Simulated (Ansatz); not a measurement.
This run works on a generated trial structure, not on a known crystal.

Input and command of a plane-wave DFT calculation in Ansatz:

```yaml
crystal:
  lattice:
    - [3.8126606692, 0.0, 0.0]
    - [0.0, 3.8126606692, 0.0]
    - [0.0, 0.0, 7.0838124851]
  atoms:
    - { symbol: Ni, position: [0.5, 0.5, 0.5], spin: 0.6 }
    - { symbol: Ge, position: [0.0, 0.0, 0.0] }
    - { symbol: Ge, position: [0.0, 0.0, 0.5] }
    - { symbol: O, position: [0.0, 0.0, 0.760577901] }
    - { symbol: O, position: [0.0, 0.0, 0.239422099] }
    - { symbol: O, position: [0.5, 0.0, 0.5] }
    - { symbol: O, position: [0.0, 0.5, 0.5] }
    - { symbol: O, position: [0.5, 0.5, 0.0], spin: 0.37 }
basis:
  ecutwfc: 420
kpoints:
  mp_grid: { grid: [8, 8, 6] }
hamiltonian:
  xc: pbe
scf:
  occupations: { method: gaussian, width: 0.1 }
output:
  forces: true
  stress: true
  eigenvalues: true
  populations: true
magnetization:
  spin_polarized: true
relax:
  adjacent_minimum: "off"
  f_tol: 0.01
  max_steps: 80
  cell: { stress_tol: 0.05 }
```

```bash
ansatz run input.yaml --threads 1 --pin off --max-ram 2560MiB --backend cpu --events-out ev --progress --plain --runs-dir out
```

Processor: Arm Neoverse V2, 1 thread, on a host shared with other jobs.

**Question.** How long does it run, and how much memory does it take?

**Answer.** About 6.1 min, peak memory 0.69 GiB. It solves 47 bands at 60 k points (after reduction by symmetry) with about 2039 plane waves (on the last cell), in 83 SCF iterations over 6 ionic steps.
